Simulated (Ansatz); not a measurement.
ScSi2: eigenvalues along the path

```
CELL_PARAMETERS angstrom
3.66000 0.00000 0.00000
-1.83000 3.16965 0.00000
0.00000 0.00000 3.87000
ATOMIC_POSITIONS crystal
Sc 0.00000 0.00000 0.00000
Si 0.33333 0.66667 0.50000
Si 0.66667 0.33333 0.50000
```

Atoms are numbered in the order listed.

The cell comes from COD entry 1538810, which wasn't checked; take it as a given geometry.

Spin polarisation is left out, and whether a magnetic state lies lower isn't shown here.

All numbers below come from DFT, PBE, all-electron LAPW, scalar-relativistic (Ansatz 0.2.0).

The runs use a Γ-centred 13×13×11 k mesh, Fermi–Dirac smearing of 0.05 eV, basis error target 1 meV/atom, no spin polarisation.

Path points, in fractions of the reciprocal vectors: Γ (0.000, 0.000, 0.000), M (0.500, 0.000, 0.000), K (0.333, 0.333, 0.000), A (0.000, 0.000, 0.500), L (0.500, 0.000, 0.500), H (0.333, 0.333, 0.500). Levels in eV from the Fermi level; bands 16 to 23, counted from the lowest band of the run. The gap is zero.

```
# k(1/Å) point b16 b17 b18 b19 b20 b21 b22 b23
0.000 Γ -13.85 -3.56 -3.45 -3.45 -2.07 1.09 1.09 1.18
0.071 - -13.83 -3.56 -3.56 -3.47 -2.06 1.02 1.11 1.30
0.142 - -13.77 -3.87 -3.55 -3.52 -2.03 0.84 1.16 1.60
0.212 - -13.68 -4.31 -3.60 -3.54 -2.00 0.61 1.24 1.54
0.283 - -13.55 -4.82 -3.70 -3.52 -1.98 0.41 1.34 1.46
0.354 - -13.39 -5.38 -3.82 -3.50 -1.98 0.28 1.37 1.46
0.425 - -13.19 -5.96 -3.94 -3.47 -2.02 0.25 1.27 1.60
0.496 - -12.96 -6.54 -4.05 -3.44 -2.11 0.33 1.17 1.47
0.566 - -12.69 -7.11 -4.16 -3.40 -2.23 0.52 1.08 1.30
0.637 - -12.40 -7.68 -4.26 -3.36 -2.36 0.79 1.00 1.11
0.708 - -12.08 -8.22 -4.35 -3.32 -2.48 0.92 0.92 1.13
0.779 - -11.74 -8.73 -4.41 -3.27 -2.59 0.74 0.86 1.51
0.850 - -11.39 -9.21 -4.46 -3.24 -2.67 0.61 0.82 1.93
0.920 - -11.07 -9.60 -4.49 -3.22 -2.72 0.52 0.79 2.28
0.991 M -10.92 -9.78 -4.50 -3.21 -2.74 0.49 0.78 2.27
1.032 - -10.92 -9.77 -4.58 -3.20 -2.66 0.34 0.94 2.28
1.073 - -10.90 -9.76 -4.77 -3.19 -2.47 0.11 1.19 2.20
1.114 - -10.87 -9.74 -5.02 -3.16 -2.21 -0.12 1.46 2.04
1.155 - -10.84 -9.72 -5.31 -3.13 -1.92 -0.35 1.74 1.89
1.196 - -10.79 -9.69 -5.62 -3.08 -1.62 -0.58 1.74 2.02
1.236 - -10.73 -9.66 -5.92 -3.02 -1.31 -0.79 1.60 2.26
1.277 - -10.66 -9.63 -6.21 -2.96 -1.00 -1.00 1.46 2.18
1.318 - -10.58 -9.60 -6.49 -2.88 -1.20 -0.70 1.34 2.08
1.359 - -10.49 -9.58 -6.75 -2.79 -1.39 -0.41 1.22 1.95
1.400 - -10.39 -9.58 -6.97 -2.69 -1.57 -0.12 1.12 1.81
1.441 - -10.28 -9.60 -7.16 -2.59 -1.74 0.15 1.02 1.66
1.482 - -10.16 -9.66 -7.30 -2.47 -1.91 0.40 0.93 1.51
1.523 - -10.02 -9.75 -7.38 -2.34 -2.06 0.63 0.84 1.37
1.563 K -9.88 -9.88 -7.40 -2.21 -2.21 0.77 0.77 1.30
1.645 - -10.23 -9.56 -7.31 -2.47 -1.91 0.62 0.65 1.57
1.727 - -10.65 -9.20 -7.08 -2.70 -1.57 0.27 0.57 1.99
1.809 - -11.09 -8.81 -6.77 -2.89 -1.21 -0.09 0.52 2.38
1.890 - -11.53 -8.37 -6.39 -3.05 -0.83 -0.44 0.50 2.69
1.972 - -11.94 -7.89 -5.98 -3.18 -0.77 -0.42 0.51 2.36
2.054 - -12.32 -7.38 -5.54 -3.29 -1.07 -0.02 0.55 1.86
2.136 - -12.67 -6.84 -5.10 -3.37 -1.33 0.38 0.61 1.43
2.217 - -12.97 -6.27 -4.67 -3.43 -1.55 0.69 0.74 1.09
2.299 - -13.24 -5.68 -4.28 -3.48 -1.73 0.78 0.85 1.05
2.381 - -13.45 -5.08 -3.95 -3.51 -1.87 0.74 0.87 1.30
2.463 - -13.63 -4.50 -3.71 -3.53 -1.96 0.76 0.96 1.47
2.544 - -13.75 -3.98 -3.55 -3.55 -2.02 0.87 1.04 1.57
2.626 - -13.82 -3.59 -3.55 -3.47 -2.05 1.02 1.09 1.34
2.708 Γ -13.85 -3.56 -3.45 -3.45 -2.07 1.09 1.09 1.18
2.766 - -13.84 -3.69 -3.44 -3.44 -1.94 0.95 0.95 1.19
2.824 - -13.81 -3.99 -3.42 -3.42 -1.64 0.69 0.69 1.22
2.882 - -13.77 -4.37 -3.38 -3.38 -1.29 0.42 0.42 1.27
2.940 - -13.71 -4.77 -3.32 -3.32 -0.91 0.17 0.17 1.35
2.998 - -13.63 -5.17 -3.26 -3.26 -0.54 -0.07 -0.07 1.44
3.056 - -13.55 -5.55 -3.18 -3.18 -0.28 -0.28 -0.17 1.55
3.114 - -13.45 -5.92 -3.09 -3.09 -0.47 -0.47 0.18 1.46
3.172 - -13.35 -6.25 -3.00 -3.00 -0.63 -0.63 0.51 1.22
3.230 - -13.25 -6.56 -2.90 -2.90 -0.78 -0.78 0.83 0.98
3.288 - -13.16 -6.82 -2.80 -2.80 -0.89 -0.89 0.77 0.77
3.346 - -13.08 -7.03 -2.72 -2.72 -0.98 -0.98 0.59 0.59
3.404 - -13.01 -7.19 -2.65 -2.65 -1.05 -1.05 0.45 0.45
3.462 - -12.97 -7.29 -2.60 -2.60 -1.09 -1.09 0.36 0.36
3.520 A -12.96 -7.32 -2.58 -2.58 -1.10 -1.10 0.33 0.33
3.590 - -12.95 -7.30 -2.76 -2.68 -1.01 -0.98 0.26 0.34
3.661 - -12.90 -7.24 -3.18 -2.91 -0.83 -0.68 0.08 0.39
3.732 - -12.83 -7.14 -3.71 -3.19 -0.68 -0.29 -0.19 0.47
3.803 - -12.73 -7.00 -4.29 -3.47 -0.57 -0.50 0.15 0.58
3.874 - -12.61 -6.83 -4.89 -3.73 -0.84 -0.49 0.60 0.73
3.944 - -12.46 -6.61 -5.49 -3.98 -1.20 -0.45 0.90 1.07
4.015 - -12.28 -6.37 -6.07 -4.20 -1.55 -0.41 1.09 1.52
4.086 - -12.07 -6.63 -6.10 -4.40 -1.91 -0.39 1.31 1.95
4.157 - -11.85 -7.17 -5.80 -4.56 -2.26 -0.37 1.56 2.05
4.228 - -11.61 -7.67 -5.49 -4.70 -2.61 -0.36 1.82 2.06
4.298 - -11.36 -8.12 -5.16 -4.81 -2.96 -0.34 2.06 2.09
4.369 - -11.13 -8.49 -4.88 -4.82 -3.30 -0.33 2.04 2.35
4.440 - -10.95 -8.76 -4.93 -4.49 -3.63 -0.33 2.02 2.57
4.511 L -10.88 -8.86 -4.95 -4.30 -3.82 -0.32 2.01 2.67
4.552 - -10.88 -8.86 -4.97 -4.30 -3.82 -0.28 2.00 2.67
4.593 - -10.86 -8.87 -5.05 -4.29 -3.81 -0.17 1.99 2.68
4.633 - -10.83 -8.88 -5.17 -4.27 -3.79 0.01 1.96 2.69
4.674 - -10.79 -8.90 -5.31 -4.25 -3.76 0.25 1.92 2.70
4.715 - -10.73 -8.92 -5.48 -4.23 -3.73 0.52 1.85 2.72
4.756 - -10.67 -8.95 -5.65 -4.20 -3.69 0.83 1.75 2.75
4.797 - -10.59 -8.99 -5.82 -4.16 -3.66 1.14 1.62 2.68
4.838 - -10.51 -9.05 -5.98 -4.12 -3.63 1.46 1.48 2.63
4.879 - -10.41 -9.12 -6.12 -4.07 -3.60 1.33 1.76 2.60
4.920 - -10.30 -9.21 -6.24 -4.02 -3.59 1.18 2.03 2.58
4.960 - -10.17 -9.32 -6.33 -3.95 -3.59 1.06 2.26 2.57
5.001 - -10.04 -9.44 -6.40 -3.89 -3.62 0.97 2.43 2.57
5.042 - -9.90 -9.59 -6.44 -3.81 -3.66 0.91 2.57 2.58
5.083 H -9.74 -9.74 -6.45 -3.73 -3.73 0.89 2.58 2.67
5.165 - -10.08 -9.40 -6.41 -3.95 -3.55 0.97 2.46 2.56
5.247 - -10.44 -9.01 -6.28 -4.25 -3.34 1.17 2.20 2.49
5.328 - -10.80 -8.58 -6.10 -4.60 -3.10 1.43 1.91 2.34
5.410 - -11.15 -8.11 -5.87 -4.98 -2.83 1.60 1.64 2.18
5.492 - -11.48 -7.60 -5.59 -5.36 -2.54 1.29 1.64 2.09
5.574 - -11.78 -7.05 -5.73 -5.28 -2.21 0.99 1.47 1.80
5.655 - -12.05 -6.47 -6.08 -4.94 -1.86 0.70 1.26 1.36
5.737 - -12.29 -6.39 -5.86 -4.57 -1.49 0.42 0.92 1.04
5.819 - -12.49 -6.66 -5.22 -4.19 -1.10 0.15 0.50 0.84
5.901 - -12.66 -6.90 -4.58 -3.79 -0.70 -0.11 0.09 0.66
5.982 - -12.79 -7.08 -3.93 -3.39 -0.38 -0.33 -0.31 0.52
6.064 - -12.88 -7.21 -3.32 -3.02 -0.67 -0.67 0.01 0.41
6.146 - -12.94 -7.30 -2.81 -2.71 -0.97 -0.95 0.24 0.35
6.228 A -12.96 -7.32 -2.58 -2.58 -1.10 -1.10 0.33 0.33
```
